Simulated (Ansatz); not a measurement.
# ReSb$_{2}$: one input, then a changed one

The cell was built from the fluorite type and relaxed in the same program, and has space group Fm-3m; it needn't be a known or the stable phase.

First run: DFT, PBE, PAW with Ansatz's default frozen-core files, scalar-relativistic (Ansatz 0.2.0).

Command: `ansatz run input.yaml --threads 1 --pin off --max-ram 3072MiB --backend cpu --events-out ev --progress --plain --runs-dir out` The run took about 23 s on 1 thread of a shared machine.

```yaml
crystal:
  lattice:
    - [0.0, 3.2511082968, 3.2511082968]
    - [3.2511082968, 0.0, 3.2511082968]
    - [3.2511082968, 3.2511082968, 0.0]
  atoms:
    - { symbol: Re, position: [0.0, 0.0, 0.0] }
    - { symbol: Sb, position: [0.25, 0.25, 0.25] }
    - { symbol: Sb, position: [0.75, 0.75, 0.75] }
kpoints:
  mp_grid: { grid: [9, 9, 9] }
  band_path:
    path:
      - [0.0, 0.0, 0.0]
      - [0.5, 0.0, 0.5]
      - [0.625, 0.25, 0.625]
      - [0.375, 0.375, 0.75]
      - [0.0, 0.0, 0.0]
      - [0.5, 0.5, 0.5]
      - [0.5, 0.25, 0.75]
      - [0.5, 0.0, 0.5]
    npoints: 14
scf:
  occupations: { method: fermi_dirac, width: 0.05 }
hamiltonian:
  xc: pbe
  pseudopotentials: { kind: paw }
output:
  forces: true
  stress: true
  eigenvalues: true
  efg: { contact_densities: true }
  populations: true
  bader: true
  dos: { projected: true, de: 0.2, e_range: [-14, 8] }
  write_density: true
  write_potential: true
  elf: true
  volumetric_format: npy
```

Result: converged; pressure -0.03 GPa; 7 SCF iterations.

Spin polarisation is left out, and whether a magnetic state lies lower isn't shown here.

Spin–orbit coupling is left out, though it moves levels of the heavy atoms by tenths of an eV or more.

A second input differs as follows:

```diff
@@ -22,5 +22,6 @@
     npoints: 14
 scf:
-  occupations: { method: fermi_dirac, width: 0.05 }
+  occupations: { method: fixed }
+  max_iter: 75
 hamiltonian:
   xc: pbe
@@ -32,9 +33,3 @@
   efg: { contact_densities: true }
   populations: true
-  bader: true
-  dos: { projected: true, de: 0.2, e_range: [-14, 8] }
-  write_density: true
-  write_potential: true
-  elf: true
-  volumetric_format: npy
```

**Question.** What is wrong with it, and what does the program do?

**Answer.** The fault is fixed occupations whatever the gap. The run refused before any iteration. The log ends:
```
Error: inconsistent input (scf.occupations.method, magnetization): a σ = 0 step fill (method: fixed, or a smearing width below the step floor) cannot realise an odd electron count (45) without a locked total moment — the per-k integer fill puts the same N_el/2 bands in each spin channel; set magnetization.spin_polarized: true with magnetization.spin_locking.lock_magnetization: hard and an odd magnetization.initial_magnetization (the unpaired electron then fills one channel), or use a smearing method with a finite width, such as fermi_dirac
```
